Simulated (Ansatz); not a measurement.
Values for one crystal, relaxed and computed with plane-wave PAW r²SCAN (Ansatz code); other levels are named.

```yaml
volume_per_atom: 15.94 Å³
band_gap: 7.08 eV (direct)
zero_point_energy: 51.8 meV/atom
zone_centre_stability: no imaginary mode at Γ
mechanical_stability: stable (all eigenvalues of C positive)
conduction_band_minimum: at Γ
Hole effective mass, band 1 of 2 at the edge: 9.1 along x, 3.8 along z (mₑ)
```

Task: Which compound is it?
(A) SrScHO2, P4/mmm (Sr on 1d, Sc on 1a, O on 2f, H on 1b)
(B) LiF, rock salt
(C) SrScO2F, P4/mmm (Sr on 1d, Sc on 1a, O on 2f, F on 1b)
(D) ScF3, R-3c (Sc on 6b, F on 18e)

Result: D, ScF3, R-3c (Sc on 6b, F on 18e)

The first step of the workflow began from a Materials Project structure, measured or hypothetical; the Crystallography Open Database copy checked does not list it. COD files the formula under space group No. 155, 191, 194, 221. Whether it is the stable phase at ambient conditions was not checked. Symmetry was held in the r²SCAN relaxation. The run is not spin-polarised.

Potentials: the earlier of the program's two PAW sets. The files were generated under PBE; for other functionals the program regenerates the frozen cores, and for LDA and PBEsol the local potential too.
